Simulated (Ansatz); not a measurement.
Relaxed-ion elastic tensor of SiGe (wurtzite, P6_3mc) in GPa (Voigt order), DFT-r²SCAN in the program Ansatz with PAW potentials; density 3.93 g/cm³, 21.30 Å³ per atom.

|  | 1 | 2 | 3 | 4 | 5 | 6 |
|---|---|---|---|---|---|---|
| 1 | 180 | 44.6 | 26.3 | 0.0 | 0.0 | 0.0 |
| 2 | 44.6 | 180 | 26.3 | 0.0 | 0.0 | 0.0 |
| 3 | 26.3 | 26.3 | 205 | 0.0 | 0.0 | 0.0 |
| 4 | 0.0 | 0.0 | 0.0 | 50.8 | 0.0 | 0.0 |
| 5 | 0.0 | 0.0 | 0.0 | 0.0 | 50.8 | 0.0 |
| 6 | 0.0 | 0.0 | 0.0 | 0.0 | 0.0 | 67.5 |

Problem. Is the crystal mechanically stable?

Solution. Yes: the smallest eigenvalue of C is 50.8 GPa.

Problem. Work out the Voigt, Reuss and Hill averages.

Solution. K_V = 84.4, K_R = 84.3, K_H = 84.4; G_V = 65.0, G_R = 62.3, G_H = 63.6 GPa.

Problem. Give Young's modulus, Poisson's ratio, Pugh's ratio and the universal anisotropy index.

Solution. E = 9KG/(3K + G) = 153 GPa; ν = 0.20; K/G = 1.33 (brittle by the Pugh limit of 1.75); A_U = 5G_V/G_R + K_V/K_R − 6 = 0.22.

Problem. Estimate the sound speeds and the Debye temperature.

Solution. v_l = √((K + 4G/3)/ρ) = 6560 m/s, v_t = √(G/ρ) = 4030 m/s, mean 4440 m/s; Θ = (h/k)(3n/4πV)^(1/3) v_m = 477 K.

Problem. How much does each axis shrink under pressure?

Solution. Linear compressibilities β_i = Σ_j S_ij (j = 1 to 3): x 4.0, y 4.0, z 3.8 per TPa.

A made-up cell: these elements were put on the sites of a structure type; the Crystallography Open Database copy checked does not list it. Whether it is the stable phase at ambient conditions was not checked. The cell was relaxed with r²SCAN under the symmetry of its start; whether a distortion lowers the energy is not shown.

Potentials: the later of the program's two PAW sets.
